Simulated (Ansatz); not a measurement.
HfScTaN$_{3}$:
Space group P3m1 (No. 156); a = 3.1625 Å, b = 3.1625 Å, c = 7.7082 Å, α = 90.00°, β = 90.00°, γ = 120.00°

| atom | site | symmetry | x | y | z |
|---|---|---|---|---|---|
| Hf | 1a | 3m. | 0.0000 | 0.0000 | 0.9952 |
| Sc | 1b | 3m. | 0.3333 | 0.6667 | 0.3385 |
| Ta | 1c | 3m. | 0.6667 | 0.3333 | 0.6678 |
| N | 1c | 3m. | 0.6667 | 0.3333 | 0.1634 |
| N | 1a | 3m. | 0.0000 | 0.0000 | 0.5054 |
| N | 1b | 3m. | 0.3333 | 0.6667 | 0.8297 |

Relaxed with r²SCAN.

Which orbitals make up the states near the Fermi level in the program Ansatz at the r²SCAN level (PAW)?

Within 0.5 eV of the Fermi level: Ta 5d 38 %, Hf 5d 21 %, Sc 3d 19 %, N 2p 18 %. Projections are on Löwdin-orthogonalised atomic valence shells; empty p or d shells of many metals are not among them.

Tabulate the density of states.

States/eV per cell of 6 atoms, in 0.25 eV bins, energy from the Fermi level.

| E (eV) | total | N 2p | Sc 3d | Ta 5d |
|---|---|---|---|---|
| -7.85 | 0.81 | 0.46 | 0.02 | 0.10 |
| -7.60 | 1.95 | 1.18 | 0.06 | 0.28 |
| -7.35 | 4.34 | 2.64 | 0.17 | 0.61 |
| -7.10 | 1.31 | 0.82 | 0.03 | 0.21 |
| -6.85 | 3.84 | 2.42 | 0.10 | 0.66 |
| -6.60 | 6.81 | 4.31 | 0.13 | 1.28 |
| -6.35 | 4.56 | 2.93 | 0.13 | 0.71 |
| -6.10 | 1.85 | 1.23 | 0.10 | 0.22 |
| -5.85 | 5.47 | 3.67 | 0.37 | 0.63 |
| -5.60 | 6.10 | 3.99 | 0.53 | 0.59 |
| -5.35 | 5.75 | 3.84 | 0.68 | 0.45 |
| -5.10 | 6.16 | 4.17 | 0.71 | 0.41 |
| -4.85 | 4.44 | 3.07 | 0.50 | 0.28 |
| -4.60 | 3.29 | 2.30 | 0.36 | 0.19 |
| -4.35 | 3.14 | 2.29 | 0.31 | 0.16 |
| -4.10 | 2.70 | 2.07 | 0.21 | 0.12 |
| -3.85 | 1.39 | 1.09 | 0.10 | 0.06 |
| -3.60 | 0.55 | 0.44 | 0.03 | 0.03 |
| -3.35 | 0.35 | 0.25 | 0.02 | 0.03 |
| -3.10 | 0.26 | 0.12 | 0.03 | 0.06 |
| -2.85 | 0.31 | 0.09 | 0.05 | 0.10 |
| -2.60 | 0.45 | 0.13 | 0.06 | 0.15 |
| -2.35 | 0.64 | 0.19 | 0.08 | 0.24 |
| -2.10 | 0.77 | 0.22 | 0.09 | 0.30 |
| -1.85 | 0.83 | 0.22 | 0.09 | 0.34 |
| -1.60 | 0.89 | 0.22 | 0.10 | 0.38 |
| -1.35 | 0.99 | 0.22 | 0.11 | 0.45 |
| -1.10 | 1.07 | 0.23 | 0.11 | 0.51 |
| -0.85 | 1.34 | 0.24 | 0.18 | 0.62 |
| -0.60 | 1.35 | 0.22 | 0.22 | 0.60 |
| -0.35 | 1.60 | 0.29 | 0.28 | 0.65 |
| -0.10 | 1.71 | 0.31 | 0.33 | 0.64 |
| 0.15 | 1.62 | 0.29 | 0.32 | 0.59 |
| 0.40 | 1.80 | 0.32 | 0.38 | 0.63 |
| 0.65 | 2.08 | 0.34 | 0.49 | 0.68 |
| 0.90 | 2.37 | 0.36 | 0.59 | 0.75 |
| 1.15 | 2.35 | 0.35 | 0.62 | 0.74 |
| 1.40 | 2.74 | 0.37 | 0.73 | 0.90 |
| 1.65 | 2.77 | 0.34 | 0.78 | 0.93 |
| 1.90 | 3.11 | 0.37 | 0.94 | 1.03 |
| 2.15 | 3.62 | 0.40 | 1.11 | 1.27 |
| 2.40 | 4.76 | 0.51 | 1.43 | 1.80 |
| 2.65 | 5.44 | 0.60 | 1.71 | 1.96 |
| 2.90 | 4.50 | 0.46 | 1.95 | 0.86 |
| 3.15 | 5.43 | 0.55 | 2.47 | 0.91 |
| 3.40 | 6.32 | 0.60 | 3.06 | 1.01 |
| 3.65 | 7.34 | 0.67 | 3.94 | 1.01 |
| 3.90 | 4.57 | 0.49 | 1.73 | 0.77 |

The start of the workflow was typed in or built on a structure type; neither database checked (COD, Materials Project) lists it. Its standing as an ambient phase is unchecked. The cell was relaxed with r²SCAN under the symmetry of its start; whether a distortion lowers the energy is not shown. No spin polarisation was allowed. With an odd number of electrons in the cell and no spin polarisation, the count alone makes it a metal. Scalar-relativistic: spin–orbit coupling is off unless named, which matters more the heavier the elements.

Potentials: the earlier of the program's two PAW sets.
